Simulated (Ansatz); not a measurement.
An Ansatz (an electronic-structure program) input:

Ansatz 0.2 input:
```yaml
crystal:
  lattice:
    - [2.852073825, 0.0, 0.0]
    - [-1.4260369125, 2.4699683859, 0.0]
    - [0.0, 0.0, 4.364217786]
  atoms:
    - { symbol: Zn, position: [0.0, 0.0, 0.0] }
    - { symbol: Ag, position: [0.3333333333, 0.6666666667, 0.5] }
kpoints:
  mp_grid: { grid: [12, 12, 7] }
  band_path:
    path:
      - [[0.0, 0.0, 0.0], [0.5, 0.0, 0.0], [0.3333333333, 0.3333333333, 0.0], [0.0, 0.0, 0.0], [0.0, 0.0, 0.5], [0.5, 0.0, 0.5], [0.3333333333, 0.3333333333, 0.5], [0.0, 0.0, 0.5]]  # Γ-M-K-Γ-A-L-H-A
      - [[0.5, 0.0, 0.5], [0.5, 0.0, 0.0]]  # L-M
      - [[0.3333333333, 0.3333333333, 0.5], [0.3333333333, 0.3333333333, 0.0]]  # H-K
    npoints: 8
basis: { xc_grid: 2 }
hamiltonian:
  xc: pbesol
  pseudopotentials: { kind: paw }
magnetization: { noncollinear: true, spin_orbit: true }
scf:
  n_extra_bands: 13
  convergence: { dr2_threshold: 0.0000000001 }
  occupations: { method: gaussian, width: 0.05 }
output: { eigenvalues: true }
```

Task: How many symmetry operations and irreducible k-points will the run report?

Result: 12 operations, 76 of 1008 k-points.

Task: With a cutoff of 420 eV, how many plane waves at Γ?

Result: 603.

It took roughly 30 core-seconds on shared server cores.

Space group P-6m2. The workflow started from a Materials Project entry (that database holds measured and hypothetical structures alike); the Crystallography Open Database copy checked does not list it. COD files the formula under space group No. 221. With Zn and Ag taken as one species the cell has the higher symmetry P6_3/mmc, so it may be an ordered model of a mixed-site phase. Its standing as an ambient phase is unchecked. Symmetry was held in the PBEsol relaxation; its stability against distortions is not shown here. The run is not spin-polarised.

Potentials: the later of the program's two PAW sets.

Ansatz is a plane-wave DFT program.
